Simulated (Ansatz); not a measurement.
Sc (Fm-3m), stationary points along a deformation path

All numbers below come from DFT PBEsol, scalar-relativistic, plane waves, PAW (Ansatz 0.2.0). Cutoff 420 eV, Γ-centred 20×20×20 k-points, Gaussian smearing of 0.15 eV. No spin polarisation. Energies are free energies at this smearing, counted from the undisturbed cell; pressure is positive in compression.

The starting cell (as given, not relaxed at this level; it stands at 0.5 GPa; this fcc form isn't the usual structure):

```
CELL_PARAMETERS angstrom
0.00000 2.27050 2.27050
2.27050 0.00000 2.27050
2.27050 2.27050 0.00000
ATOMIC_POSITIONS crystal
Sc 0.00000 0.00000 0.00000
```

At fixed volume and fractional coordinates, lengths along (0.000, 0.000, 1.000) are scaled against those across it; ρ is that ratio over its starting value. V = 23.410 Å³/atom. Δσ is the stress along the axis less the mean stress across it (compression positive).

| ρ | ΔE (meV/atom) | Δσ (GPa) | space group |
| --- | --- | --- | --- |
| 0.650 | 63.4 | 0.47 | I4/mmm |
| 0.707 | 62.5 | 0.00 | Im-3m |
| 0.780 | 53.2 | 2.34 | I4/mmm |
| 0.850 | 29.0 | 3.03 | I4/mmm |
| 0.920 | 8.8 | 2.02 | I4/mmm |
| 0.960 | 2.3 | 1.11 | I4/mmm |
| 1.000 | 0.0 | 0.00 | Fm-3m |
| 1.100 | 14.6 | -3.27 | I4/mmm |
| 1.200 | 57.6 | -6.99 | I4/mmm |
| 1.300 | 125.7 | -10.54 | I4/mmm |
| 1.414 | 234.9 | -16.46 | I4/mmm |
| 1.500 | 341.8 | -20.59 | I4/mmm |

Question: How does the stress give the slope of the energy, and where is the energy stationary?

Answer: Along the path d ln(length) is 2/3 d ln ρ on the axis and −1/3 d ln ρ across it, so dE/d ln ρ = −(2/3) V Δσ: the energy falls with ρ where Δσ is positive. Δσ vanishes or changes sign at ρ = 0.707 (Im-3m), a stationary point at 62.5 meV/atom; at ρ = 1.000 (Fm-3m), a minimum at 0.0 meV/atom. Pairs of stationary points between two samples would go unseen, and could change a minimum read from distant neighbours into a maximum. At ρ = 0.707, 1.000 the cell is cubic, where symmetry alone makes the stress isotropic and the slope zero.

Question: Which shear constant sets the curvature at ρ = 1?

Answer: For a cubic crystal E/V = (2/3) C (ln ρ)² with C = C′ = (C11 − C12)/2, so Δσ = −2C ln ρ. The parabola of Δσ against ln ρ through ρ = 0.960, 1 and 1.100 gives C ≈ 14.6 GPa with the ions clamped, rough because the steps are large.

Question: Integrate that slope from ρ = 1 to 1.300 by the trapezoid rule.

Answer: With V/N in Å³ and 1 eV/Å³ = 160.2 GPa the slopes at ρ = 1.000, 1.100, 1.200, 1.300 are 0, 319, 680, 1027 meV/atom per unit of ln ρ. The steps add 15.2 + 43.5 + 68.3 = 127.0 meV/atom, against 125.7 from the energies; the trapezoid rule misses the curvature of the slope within each step.

In a metal these slopes depend on the k mesh and the smearing.